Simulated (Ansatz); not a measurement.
W₂N in space group P4/mmm (No. 123; W on 1a, W on 1d, N on 1c) under volume change, DFT-PBE in the program Ansatz with PAW potentials, shape and atoms relaxed at each volume.

| V (Å³/atom) | E − E(relaxed) (meV/atom) | P (GPa) |
|---|---|---|
| 11.312 | 126.7 | 39.53 |
| 11.685 | 53.1 | 24.14 |
| 12.058 | 12.5 | 11.08 |
| 12.431 | 0.0 | 0.00 |
| 12.804 | 11.2 | -9.40 |
| 13.177 | 42.6 | -17.37 |
| 13.550 | 91.2 | -24.12 |

Q: What does a third-order Birch–Murnaghan fit give for V₀, B₀ and B′?

A: V₀ = 12.43 Å³/atom, B₀ = 339 GPa, B′ = 4.5.

The cell is a constructed one: a structure type filled with these elements; neither database checked (COD, Materials Project) lists it. Whether it is the stable phase at ambient conditions was not checked. Symmetry was held in the PBE relaxation; whether a distortion lowers the energy is not shown. No spin polarisation was allowed. Spin–orbit coupling is left out wherever it is not named.

Potentials: the later of the program's two PAW sets.
